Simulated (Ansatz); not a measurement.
Input:

C:
```cif
data_C8
_chemical_formula_sum 'C8'
_space_group_name_H-M_alt 'Fd-3m :1'
_space_group_IT_number 227
_space_group_name_Hall 'F 4d 2 3 -1d'
_cell_length_a 3.53176
_cell_length_b 3.53176
_cell_length_c 3.53176
_cell_angle_alpha 90.000
_cell_angle_beta 90.000
_cell_angle_gamma 90.000
loop_
_atom_site_label
_atom_site_type_symbol
_atom_site_symmetry_multiplicity
_atom_site_Wyckoff_symbol
_atom_site_fract_x
_atom_site_fract_y
_atom_site_fract_z
_atom_site_occupancy
C1 C 8 a 0.00000 0.00000 0.00000 1
```
(The calculation used a cell of 2 atoms; values per cell refer to that cell.)

This is the LDA-relaxed structure.

Task: All from LDA in the plane-wave PAW code Ansatz, unless another level is named. Predict the band gap.

Result: 4.17 eV (indirect).

Task: Give the smallest direct gap on the standard path.

Result: 5.62 eV.

Task: Predict the valence-band maximum.

Result: at Γ.

Task: Predict the conduction-band minimum.

Result: on the Γ–X line, 73 % of the way from Γ (6 equivalent valleys).

The LDA relaxation kept the symmetry of its start.

Potentials: the later of the program's two PAW sets.
